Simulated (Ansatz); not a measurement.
# Structures of Pd₂Pt: which is lowest?

Plane-wave DFT in Ansatz with scalar-relativistic PAW potentials, cutoff 420 eV, Γ-centred meshes chosen by cell and gap, Gaussian smearing with energies taken to zero width. Every cell was relaxed (cell and atoms) in a run of its own, within the symmetry of its start. Functional: PBE.

Relaxed structures (starts from databases or built by putting these elements on another compound's sites):
A. Fm-3m, 3 atoms in the computed cell, a = 6.068 Å; sites (symmetry × multiplicity) Pd -43m × 8, Pt m-3m × 4; start: built
B. I4/mmm, 3 atoms in the computed cell, a = 3.334 Å, c = 8.394 Å; sites (symmetry × multiplicity) Pd 4mm × 4, Pt 4/mmm × 2; start: built

**Question.** Rank them by energy. Could pressure change the order?

**Answer.**
| structure | group | E − E(lowest) (meV/atom) | V (Å³/atom) | gap on mesh (eV) |
| --- | --- | --- | --- | --- |
| B | I4/mmm | 0.0 | 15.55 | 0.00 |
| A | Fm-3m | 374 | 18.62 | 0.00 |

B is lowest, 374 meV/atom under A. The lowest is also the densest of these, so pressure wouldn't bring one of the others in at first order. Other structures may lie lower than all of these, and vibrations aren't counted.

Spin-orbit coupling is left out, which matters for the bands of heavy elements.